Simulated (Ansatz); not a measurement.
Q: Bi (A7 (α-As type), R-3m) is relaxed with the program Ansatz at the r²SCAN level (PAW). What lattice parameters of the conventional cell result?

A: a = 4.534 Å, c = 12.374 Å.

Q: Give the free coordinates with the occupied sites.

A: In one choice of origin and axes:

| atom | site | symmetry | x | y | z |
|---|---|---|---|---|---|
| Bi | 6c | 3m | 0.0000 | 0.0000 | 0.2316 |

The r²SCAN relaxation kept the symmetry of its start; of distortions, only those at the zone centre were tested. Axis ratios of metals converge slowly with the k-mesh, so a and c are less sure than the volume. Scalar-relativistic: spin–orbit coupling is off unless named, which matters more the heavier the elements.

Potentials: the later of the program's two PAW sets.
